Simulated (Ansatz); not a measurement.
Starting cell, TiC (rock salt):

```
CELL_PARAMETERS angstrom
      0.00000     4.32850     4.32850
      2.16425     2.16425     4.32850
      2.16425     2.16425     0.00000
ATOMIC_POSITIONS crystal
  C  0.00000 0.00000 0.00000
  C  0.50000 0.00000 0.00000
  Ti 0.00000 0.50000 0.50000
  Ti 0.50000 0.50000 0.50000
```

The atoms are displaced by Q × the pattern below (from a DFPT mode at X = (0.5, 0.5, 0.0), largest move 1; Q in Å), at fixed cell. (q is in reciprocal vectors of the primitive cell; the cell shown is doubled to hold the pattern.)

| atom | x | y | z |
|---|---|---|---|
| C1 | 0.000 | 0.000 | 0.090 |
| C2 | 0.000 | 0.000 | -0.090 |
| Ti3 | 0.000 | 0.000 | -1.000 |
| Ti4 | 0.000 | 0.000 | 1.000 |

Calculation: r2SCAN (plane waves to 500 eV, PAW, scalar-relativistic; Ansatz, a program for electronic structure). k mesh 18×18×18 (Γ-centred), Fermi-Dirac smearing 0.05 eV. With partly filled bands, energies and forces of such displacements shift with the k mesh and the smearing. The PAW data are Ansatz's earlier set. TiC is run without spin polarisation. TiC was relaxed with its symmetry unable to fall.

At one point of the scan the forces (eV/Å) are:

```csv
atom,Fx,Fy,Fz
C1,0.000,0.000,0.457
C2,0.000,0.000,-0.457
Ti3,0.000,0.000,-4.608
Ti4,0.000,0.000,4.608
```

Task: Which point is it?
A) Q = -0.233 Å
B) Q = -0.047 Å
C) Q = -0.187 Å
D) Q = -0.140 Å

Result: C, Q = -0.187 Å

(For displaced atoms, the force is minus the slope of the energy, and its curvature is a force constant, which sets phonon frequencies.)
